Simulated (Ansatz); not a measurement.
An Ansatz (a program for electronic structure) input:

Ansatz 0.2 input:
```yaml
crystal:
  lattice:
    - [5.7506231805, 0.0, 0.0]
    - [-2.8753115903, 4.9801857619, 0.0]
    - [0.0, 0.0, 7.0674732098]
  atoms:
    - { symbol: Ba, position: [0.3333333333, 0.6666666667, 0.6632863595] }
    - { symbol: Ba, position: [0.6666666667, 0.3333333333, 0.3367136405] }
    - { symbol: Ba, position: [0.0, 0.0, 0.0] }
    - { symbol: Mg, position: [0.0, 0.0, 0.5] }
    - { symbol: Ta, position: [0.3333333333, 0.6666666667, 0.1768331887] }
    - { symbol: Ta, position: [0.6666666667, 0.3333333333, 0.8231668113] }
    - { symbol: O, position: [0.8288211627, 0.1711788373, 0.6746993083] }
    - { symbol: O, position: [0.1711788373, 0.8288211627, 0.3253006917] }
    - { symbol: O, position: [0.8288211627, 0.6576423255, 0.6746993083] }
    - { symbol: O, position: [0.1711788373, 0.3423576745, 0.3253006917] }
    - { symbol: O, position: [0.3423576745, 0.1711788373, 0.6746993083] }
    - { symbol: O, position: [0.6576423255, 0.8288211627, 0.3253006917] }
    - { symbol: O, position: [0.5, 0.0, 0.0] }
    - { symbol: O, position: [0.0, 0.5, 0.0] }
    - { symbol: O, position: [0.5, 0.5, 0.0] }
kpoints:
  mp_grid: { grid: [5, 5, 3] }
  band_path:
    path:
      - [[0.0, 0.0, 0.0], [0.5, 0.0, 0.0], [0.3333333333, 0.3333333333, 0.0], [0.0, 0.0, 0.0], [0.0, 0.0, 0.5], [0.5, 0.0, 0.5], [0.3333333333, 0.3333333333, 0.5], [0.0, 0.0, 0.5]]  # Γ-M-K-Γ-A-L-H-A
      - [[0.5, 0.0, 0.5], [0.5, 0.0, 0.0]]  # L-M
      - [[0.3333333333, 0.3333333333, 0.5], [0.3333333333, 0.3333333333, 0.0]]  # H-K
      - [VBM, CBM]
    npoints: 8
basis: { xc_grid: 2 }
hamiltonian:
  xc: pbesol
  pseudopotentials: { kind: paw }
magnetization: { noncollinear: true, spin_orbit: true }
scf:
  n_extra_bands: 30
  convergence: { dr2_threshold: 0.0000000001 }
  occupations: { method: gaussian, width: 0.01 }
checkpoint: { write: soc.run }
output: { eigenvalues: true }
```

Q: How many symmetry operations and irreducible k-points will the run report?

A: 12 operations, 12 of 75 k-points.

Q: With a cutoff of 420 eV, how many plane waves at Γ?

A: 4007.

It took about 30 core-minutes (a rough figure) on shared server cores.

Space group P-3m1. The workflow started from a Materials Project entry (that database holds measured and hypothetical structures alike); the Crystallography Open Database files this formula in space group No. 164, but the cells were not matched. Its standing as an ambient phase is unchecked. The cell was relaxed with PBEsol under the symmetry of its start; its stability against distortions is not shown here. The run is not spin-polarised.

Potentials: the later of the program's two PAW sets.

Ansatz is a plane-wave DFT program.
